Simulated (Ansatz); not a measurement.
Here is the system:

ZrSi2:
```xyz
3
Lattice="0.0000 3.1405 3.1405 3.1405 0.0000 3.1405 3.1405 3.1405 0.0000" Properties=species:S:1:pos:R:3 pbc="T T T"
Zr     0.0000     0.0000     0.0000
Si     1.5702     1.5702     1.5702
Si     4.7107     4.7107     4.7107
```

This is the r²SCAN-relaxed structure.

### Question
All from the program Ansatz at the r²SCAN level (PAW), unless another level is named. Give the electronic character.

### Answer
metallic (no gap).

### Question
And the formation energy from the elements (no fitted shifts)?

### Answer
0.25 eV/atom.

### Question
And the density of states at the Fermi level?

### Answer
0.96 states/eV per atom (mean over ±0.08 eV).

Space group Fm-3m (fluorite). The cell is a constructed one: a structure type filled with these elements; neither database checked (COD, Materials Project) lists it. COD files the formula under space group No. 63, so this cell is another polymorph or a model. Its standing as an ambient phase is unchecked. The cell was relaxed with r²SCAN under the symmetry of its start. At this level the phase is mechanically unstable. The run is not spin-polarised. The references are the lowest solids computed at this level, not always the standard phases. Spin–orbit coupling is left out wherever it is not named.

Potentials: the later of the program's two PAW sets.
